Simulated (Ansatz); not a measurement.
All numbers below come from Ansatz 0.2.0, DFT PBE, scalar-relativistic, plane waves, PAW. Settings: cutoff 420 eV, Γ-centred meshes spaced at most about 0.3 Å⁻¹, and about 0.25 Å⁻¹ or finer for metals (2π included), Gaussian smearing. No spin polarisation in the final relaxations.

These are static total energies at zero pressure. All come from trial cells, and lower structures may exist. Only a and b repeat, and vacuum parts each sheet from its images along c.

Question: These unrelaxed guesses for Si are each relaxed within their symmetry. Order them by the energy at which they end, lowest first.
A.

```cif
data_structure
_symmetry_space_group_name_H-M 'P 1'
_symmetry_Int_Tables_number 1
_cell_length_a 2.4848
_cell_length_b 3.5047
_cell_length_c 16.0000
_cell_angle_alpha 90.000
_cell_angle_beta 90.000
_cell_angle_gamma 90.000
_cell_volume 139.34
loop_
_atom_site_label
_atom_site_type_symbol
_atom_site_fract_x
_atom_site_fract_y
_atom_site_fract_z
_atom_site_occupancy
Si1 Si 0.00000 0.00000 0.55638 1
Si2 Si 0.50000 0.50000 0.44362 1
```

B.

```cif
data_structure
_symmetry_space_group_name_H-M 'P 1'
_symmetry_Int_Tables_number 1
_cell_length_a 1.9777
_cell_length_b 3.1526
_cell_length_c 14.0000
_cell_angle_alpha 90.000
_cell_angle_beta 90.000
_cell_angle_gamma 90.000
_cell_volume 87.29
loop_
_atom_site_label
_atom_site_type_symbol
_atom_site_fract_x
_atom_site_fract_y
_atom_site_fract_z
_atom_site_occupancy
Si1 Si 0.50000 0.50000 0.50000 1
```

Answer: A (ends in pmmn, 0 meV/atom), B (ends in p4/mmm, 103 meV/atom).

Cells relaxed within their symmetry can be saddle points. Some candidate types were left out of the draw beforehand, so a known form may be missing.
